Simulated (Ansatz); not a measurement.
Input:

KZnF₃ (cubic perovskite)

```xyz
5
Lattice="4.0523 0.0000 0.0000 0.0000 4.0523 0.0000 0.0000 0.0000 4.0523" Properties=species:S:1:pos:R:3 pbc="T T T"
K      0.0000     0.0000     0.0000
Zn     2.0262     2.0262     2.0262
F      0.0000     2.0262     2.0262
F      2.0262     0.0000     2.0262
F      2.0262     2.0262     0.0000
```

In this cell atom 1 (K, nearest neighbour F at 2.865 Å; its periodic images, 4.1 Å or more away, move with it) is moved by s along Cartesian [111], unit vector (0.577, 0.577, 0.577); all other atoms and the cell stay fixed.

Level of theory: PBEsol (plane waves to 420 eV, PAW, scalar-relativistic; Ansatz, a first-principles code). k mesh 7×7×7 (Γ-centred), Fermi-Dirac smearing 0.05 eV. E stands for the smeared free energy. KZnF3 was relaxed with its symmetry unable to fall. The zero of ΔE is the undisplaced structure.

The scan covers s from -0.290 to 0.290 Å in 11 points.

Problem. Is the energy the same for equal positive and negative displacements?

Solution. Even: the same for both signs. With its periodic images moving along, the atom's site symmetry in this cell is m-3m.

Problem. What force acts on the atom along the line at s = -0.290 Å?

Solution. 0.556 eV/Å.

Problem. What is the force constant k = d²E/ds² of this move at s = 0?

Solution. 1.54 eV/Å².

(A displaced cell: forces are minus the slopes of the energy, force constants its curvatures, and phonons follow from these.)
